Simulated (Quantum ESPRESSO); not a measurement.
# TiGaHf2O7F: convergence and cost over cutoff and k mesh

Computed values, not a measurement. The program is pw.x of Quantum ESPRESSO 7.5 (plane-wave density functional theory). The cell is made up: 12 atoms on a fluorite lattice, with randomly drawn elements, strain and displacements, not relaxed. PseudoDojo standard norm-conserving files (v0.5 for PBE, v0.4.1 for LDA and PBEsol) set the functional; there is no spin polarisation, spin-orbit coupling or dispersion term, and the masses in the input are unused placeholders.

The hafnium pseudopotential is less sure than the others, with forces about 3 percent (worst 6) and pressure in oxides about 1.5 GPa (worst 2.7) from a second method in checks, which no rerun with the same files tests.

Input of the run in row 4:

```
&control calculation='scf', pseudo_dir='./dojo.nc.sr.pbe.v0_5.standard.upf', outdir='./o', disk_io='low', tprnfor=.true., tstress=.true. /
&system ibrav=0, nat=12, ntyp=5, nbnd=55, ecutwfc=84.00895049, nosym=.true., tot_charge=0,
 occupations='smearing', smearing='fd', degauss=0.0018374661
/
&electrons conv_thr=7.350e-09, electron_maxstep=60, /
ATOMIC_SPECIES
F 1.0 F.upf
Ga 1.0 Ga.upf
Hf 1.0 Hf.upf
O 1.0 O.upf
Ti 1.0 Ti.upf
CELL_PARAMETERS angstrom
4.9656 0.0 0.0
0.0 4.9656 0.0
0.0 0.0 4.9656
ATOMIC_POSITIONS angstrom
Ti -0.0155 -0.0432 0.0064
Ga 0.1543 2.4318 2.5717
Hf 2.5336 0.0003 2.457
Hf 2.5272 2.5461 -0.1236
O 1.2966 1.4277 1.1457
O 1.3687 1.217 3.6331
O 1.364 3.7844 1.16
O 1.3565 3.7038 3.6832
O 3.8057 1.2293 1.292
F 3.8418 1.137 3.6039
O 3.5865 3.5868 1.1702
O 3.5788 3.687 3.6654
K_POINTS automatic
5 5 5 1 1 1
```

The same cell was run at these settings. Meshes are shifted by half a step, and differences are from the last row, which is itself not exact.

```
cutoff (eV)     k mesh  k points solved  threshold (eV)  free energy less the last row's (eV)  pressure (GPa)  largest stress difference (GPa)  largest force difference (eV/Å)  iterations  wall time (s)  k-point pools                  processor
        800  2 x 2 x 2                4           1e-04                                 1.968          -11.07                            24.96                            0.210          12             13              4  Intel Xeon, 2023 or later
       1143  2 x 2 x 2                4           1e-07                                -0.297           13.26                             0.61                            0.197          18             24              4  Intel Xeon, 2023 or later
        837  5 x 5 x 5               63           1e-07                                 1.233           -0.92                            14.72                            0.028          15            111              4  Intel Xeon, 2023 or later
       1143  5 x 5 x 5               63           1e-07                                 0.003           13.75                             0.04                            0.003          15            184              4  Intel Xeon, 2023 or later
       1437  7 x 7 x 7              172           1e-07                                 0.000           13.78                             0.00                            0.000          15            776              4  Intel Xeon, 2023 or later
```

Each pool is one process. Wall times include start-up and a band step at six k points, which weighs most on the coarsest meshes. The runs were on shared virtual cores whose load varied, so times are rough.